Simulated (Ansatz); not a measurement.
SiGe2N4 on the sites of β-Si3N4 (relaxed group Pm) was put through Ansatz (plane waves). Cell and atoms come from a relaxation with r2SCAN.

Structure:
```
CELL_PARAMETERS angstrom
7.89334 0.00000 0.00124
0.00000 3.01974 0.00000
-3.94560 0.00000 6.84180
ATOMIC_POSITIONS crystal
Ge 0.60006 0.50000 0.82983
Si 0.82594 0.00000 0.23671
Si 0.76556 0.00000 0.59033
Ge 0.22654 0.50000 0.40185
Ge 0.16752 0.50000 0.76493
Ge 0.41253 0.00000 0.17461
N 0.33350 0.50000 0.66689
N 0.67720 0.00000 0.34045
N 0.69857 0.50000 0.65839
N 0.68236 0.00000 0.98257
N 0.01804 0.00000 0.70012
N 0.95866 0.50000 0.30158
N 0.29526 0.00000 0.32370
N 0.33827 0.50000 0.02804
```

Main lines of the log:
```
scf.n_extra_bands = 7 over 52 filled bands (N_el = 104.0): the run solves 59 bands
Functional definition: PBE
Crystal: 14 atoms, lattice volume = 163.095 Å³
Basis set: ecut = 420 eV, 3149 PW (Γ)
Bands: 59, of which v1, the nominal top of the filled ones, is band 52 counted from 1 (51 counted from 0)
Symmetry: 2 space group operations
Space group: Pm (ITA 6)
k-points: 50 of 128 (time reversal used)
preconditioner: auto → Resta (q_TF=auto, 2.531 Å⁻¹)  ε∞=3.4  [insulator: Δε(μ)=2.967 eV  σ=0.020 eV  ℏωp=29.7 eV]
NSCF: frozen V_eff on 101 k-points
Free energy (F): -21528.314458 eV
Fermi energy:    10.273923 eV
--- Per-component energies (eV) ---
  E_band       = -511.776011
  E_kinetic    = 1604.750428
  E_local      = -12694.020410
  E_nonlocal   = 2109.771075
  E_hartree    = 5441.445221
  E_xc         = -897.441519
  E_vxc        = -969.675348
  E_paw        = -10146.258622
  E_vpaw       = -1445.491406
  E_ewald      = -6946.562298
--- Forces (eV/Å), atoms counted from 1 ---
  atom   1  Ge      0.00379      0.00000      0.03751
  atom   2  Si      0.04030      0.00000      0.03145
  atom   3  Si    -0.07503      0.00000      0.01439
  atom   4  Ge      0.02823      0.00000    -0.02514
  atom   5  Ge    -0.04666      0.00000    -0.06292
  atom   6  Ge      0.01790      0.00000    -0.02323
  atom   7  N       0.01883      0.00000      0.01694
  atom   8  N       0.08266      0.00000      0.06930
  atom   9  N       0.04720      0.00000    -0.05976
  atom  10  N       0.02856      0.00000      0.15236
  atom  11  N     -0.14440      0.00000    -0.04213
  atom  12  N     -0.08528      0.00000    -0.02134
  atom  13  N       0.04202      0.00000    -0.02954
  atom  14  N       0.04185      0.00000    -0.05792
--- Stress (GPa, compression-positive) ---
        6.022219       0.000000      -0.000787
        0.000000       6.493287       0.000000
       -0.000787       0.000000       6.059359
  P = ⅓ Tr σ = 6.1916 GPa (61.916 kbar)
--- Band table (eV; the first three rows and the last of 50) ---
  k-point 0: bands = […, 7.6864, 7.8402, 7.8987, 8.3347, 8.3960, 8.7825, 11.7132, 12.6518, 12.8820, 12.9243, …]
  k-point 1: bands = […, 7.3842, 7.6363, 7.6728, 8.2618, 8.4379, 8.7789, 12.1902, 12.8191, 12.9023, 13.0511, …]
  k-point 2: bands = […, 6.9892, 7.5001, 7.5278, 8.1734, 8.4825, 8.7742, 12.6306, 12.9580, 12.9824, 13.1502, …]
  k-point 49: bands = […, 7.1264, 7.1272, 7.5037, 7.5538, 7.7945, 7.9159, 12.7666, 13.3179, 13.9248, 14.1415, …]
```

Problem. Reconstruct the input, leaving the band path aside.

Solution.
```yaml
crystal:
  # lattice and atoms as above
kpoints:
  mp_grid: { grid: [4, 8, 4] }
hamiltonian:
  xc: pbe
scf:
  occupations: { method: fermi_dirac, width: 0.02 }
  n_extra_bands: 7
output:
  forces: true
  stress: true
  eigenvalues: true
```
A single point prints forces and stress when the output block asks for them. Keys that aren't typed take their defaults; thresholds and the kind of smearing can't be read off these lines.

Wall time 16 s on 1 × NVIDIA H100 80GB HBM3 with 2 threads of AMD EPYC 7R13 Processor (Zen 3), on a shared host; peak host memory 1.1 GiB.

Computed, not measured; no magnetism was allowed, and whether the structure is a known phase isn't checked.

Spin-orbit coupling is left out.
